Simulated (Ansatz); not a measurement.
CdO (rock salt, Fm-3m) at seven volumes, PBE in the plane-wave PAW code Ansatz, scaled uniformly. One row is withheld.

| V (Å³/atom) | P (GPa) |
|---|---|
| 12.327 | 14.88 |
| 12.733 | 9.03 |
| 13.139 | ? |
| 13.546 | 0.00 |
| 13.952 | -3.46 |
| 14.358 | -6.37 |
| 14.765 | -8.82 |

Task: Fit the shown pressures and predict the withheld one.

Result: P = (3/2)B₀(x^(7/2) − x^(5/2))[1 + (3/4)(B′ − 4)(x − 1)] with x = (V₀/V)^(2/3). Least squares on the six rows gives V₀ = 13.546 Å³/atom, B₀ = 126 GPa, B′ = 4.80. At V = 13.139, x = 1.0205 and P = 4.14 GPa. The run itself gave 4.13 GPa.

The PBE relaxation kept the symmetry of its start.

Potentials: the later of the program's two PAW sets.
